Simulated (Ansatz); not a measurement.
Computed with Ansatz 0.2.0, DFT, r2SCAN, plane waves (500 eV) with PAW, scalar-relativistic. (PAW data from PBE, frozen cores regenerated.)

An element in the diamond structure gives this curve. The cell is scaled uniformly from the relaxed one, with fractional coordinates and shape fixed. Energies are extrapolated to zero smearing, pressures are those at the given smearing. Magnetic state: spin not included.

```
V (Å³/atom)  E − E₀ (meV/atom)  P (GPa)
     17.952              162.4    25.09
     18.768               64.0    14.58
     19.584               13.3     6.33
     20.400                0.1    -0.13
     21.216               16.2    -5.18
     22.032               55.0    -9.10
     22.848              111.6   -12.12
```

Which element is it?
A. germanium
B. copper
C. rhodium
D. rhenium

C. Its fit is V₀ = 20.33 Å³/atom, B₀ = 145 GPa, B₀′ = 5.1.
